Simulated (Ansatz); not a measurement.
## What strain does to MoTe₂ (2H-MoS2 type)

MoTe₂ in the 2H-MoS2-type structure, relaxed with r2SCAN+rVV10 in Ansatz. The symmetry is P6_3/mmc (No. 194, hexagonal); a = 3.542 Å, c = 14.177 Å in the conventional setting, 25.67 Å³ an atom. Mo has 6 Te at 2.72 Å; Te has 3 Mo at 2.72 Å.

The axes x, y and z are those of this cell:
```
CELL_PARAMETERS angstrom
3.54213 0.00000 0.00000
-1.77107 3.06758 0.00000
0.00000 0.00000 14.17667
ATOMIC_POSITIONS crystal
Mo 0.33333 0.66667 0.25000
Mo 0.66667 0.33333 0.75000
Te 0.66667 0.33333 0.37658
Te 0.66667 0.33333 0.12342
Te 0.33333 0.66667 0.87658
Te 0.33333 0.66667 0.62342
```

Unstrained: With PBE the valence top lies at Γ and the conduction bottom at Γ–K (0.59 of the way from Γ), 0.772 eV higher; the smallest vertical gap, at K, is 1.002 eV. The r2SCAN gap is indirect, 0.884 eV (Γ to Γ–K (0.59 of the way from Γ)), below the direct gap of 1.084 eV at K. With HSE06 the valence top lies at Γ and the conduction bottom at Γ–K (0.59 of the way from Γ), 1.186 eV higher; the smallest vertical gap, at K, is 1.409 eV. With r2SCAN+SOC the valence top lies at Γ and the conduction bottom at Γ–K (0.59 of the way from Γ), 0.870 eV higher; the smallest vertical gap, at K, is 1.009 eV. Meshes: PBE 12×12×2, r2SCAN 12×12×2, HSE06 6×6×2, r2SCAN+SOC 12×12×2. Strains are changes of length per length. After each strain the atoms were relaxed again with r2SCAN+rVV10 within the symmetry that the strain leaves, so tilts or polar shifts that break it weren't tested; points keep the names that they have in the unstrained zone. (Simulation; no magnetic order is allowed.)

Changes of the least gap in eV (an overlap counts as a negative gap):
```tsv
strain	volume change (%)	space group	PBE	r2SCAN	HSE06	r2SCAN+SOC
isotropic -4.0 % on every length	-11.5	P6_3/mmc	-0.257	-0.205	-0.253	-0.212
isotropic -3.0 % on every length	-8.7	P6_3/mmc	-0.143	-0.141	-0.180	-0.154
isotropic -2.0 % on every length	-5.9	P6_3/mmc	-0.072	-0.073	-0.105	-0.093
isotropic -1.0 % on every length	-3.0	P6_3/mmc	-0.031	-0.030	-0.042	-0.031
isotropic +1.0 % on every length	+3.0	P6_3/mmc	+0.027	+0.015	+0.036	-0.008
isotropic +2.0 % on every length	+6.1	P6_3/mmc	-0.068	-0.100	-0.080	-0.119
isotropic +3.0 % on every length	+9.3	P6_3/mmc	-0.177	-0.214	-0.202	-0.230
isotropic +4.0 % on every length	+12.5	P6_3/mmc	-0.284	-0.325	-0.323	-0.338
```

Isotropic -4.0 % on every length. HSE06: the gap goes from 1.186 to 0.933 eV (-0.253 eV); the edges go from Γ → Γ–K (0.59) to K → Γ–K (0.59). Stress change with PBE, compression positive: xx +8.80, yy +8.80, zz +5.08 GPa.

Isotropic -3.0 % on every length. HSE06: the gap goes from 1.186 to 1.006 eV (-0.180 eV); the edges go from Γ → Γ–K (0.59) to K → Γ–K (0.59). Stress change with PBE, compression positive: xx +6.14, yy +6.14, zz +3.29 GPa.

Isotropic -2.0 % on every length. HSE06: the gap goes from 1.186 to 1.081 eV (-0.105 eV); the edges go from Γ → Γ–K (0.59) to K → Γ–K (0.59). Stress change with PBE, compression positive: xx +3.82, yy +3.82, zz +1.88 GPa.

Isotropic -1.0 % on every length. HSE06: the gap goes from 1.186 to 1.144 eV (-0.042 eV). Stress change with PBE, compression positive: xx +1.80, yy +1.80, zz +0.82 GPa. For HSE06, dE_g/d ln V = 1.4 eV over this step.

Isotropic +1.0 % on every length. HSE06: the gap goes from 1.186 to 1.222 eV (+0.036 eV). Stress change with PBE, compression positive: xx -1.58, yy -1.58, zz -0.59 GPa. For HSE06, dE_g/d ln V = 1.2 eV over this step.

Isotropic +2.0 % on every length. HSE06: the gap goes from 1.186 to 1.106 eV (-0.080 eV); the edges go from Γ → Γ–K (0.59) to Γ → (0.331, 0.331, 0). Stress change with PBE, compression positive: xx -3.00, yy -3.00, zz -1.08 GPa.

Isotropic +3.0 % on every length. HSE06: the gap goes from 1.186 to 0.984 eV (-0.202 eV); the edges go from Γ → Γ–K (0.59) to Γ → K. Stress change with PBE, compression positive: xx -4.27, yy -4.27, zz -1.43 GPa.

Isotropic +4.0 % on every length. HSE06: the gap goes from 1.186 to 0.863 eV (-0.323 eV); the edges go from Γ → Γ–K (0.59) to Γ → K. Stress change with PBE, compression positive: xx -5.40, yy -5.40, zz -1.67 GPa.

Only the levels marked +SOC include spin-orbit coupling.

Where an edge lies off the special points, it is a point of the mesh or the k point where a search put PBE's edge or least direct gap, reused for the other functionals, whose own edges may lie a little apart.

Coordinates of k points refer to the reciprocal vectors of the primitive cell of the runs.

The meshes of the hybrids are coarse, so their gaps aren't converged to the digits shown.
